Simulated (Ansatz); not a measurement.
With DFT-r²SCAN in the program Ansatz with PAW potentials, Si3N4 in the cubic phase (Fd-3m; Si on 16c, Si on 8b, N on 32e) relaxes to a = 7.730 Å. Si on 16c has 6 nearest neighbours from 1.88 Å (octahedral); Si on 8b has 4 nearest neighbours from 1.77 Å (tetrahedral). Against the elements it lies at -1.11 eV/atom, with no fitted shifts.

The Kohn–Sham gap is 4.03 eV (smallest direct gap 4.05 eV). The valence maximum lies on the K–Γ line, 60 % of the way from K and the conduction minimum at Γ. The screened hybrid HSE06 puts the gap at 4.76 eV. The hole mass is 0.34, 1.1, 6.4 mₑ (principal values).

The bulk modulus is 3210 kbar. The relaxed-ion elastic constants in GPa are C11 = 565, C12 = 200, C44 = 359. The elastic constants imply a Debye temperature near 1340 K. Perturbation theory gives ε∞ = 4.90. Letting the ions move raises it to ε0 = 12.0. Born charges are Si +3.58 to +3.68, N -2.73 e. The phonon dispersion is stable (no imaginary branch). Without the LO–TO term the highest mode at Γ lies at 981 cm⁻¹. Bader charges are Si +3.15 to +3.21, N -2.39 e.

Symmetry was held in the r²SCAN relaxation. The references are the lowest solids computed at this level, not always the standard phases (solids in place of the gases).

Potentials: the later of the program's two PAW sets.
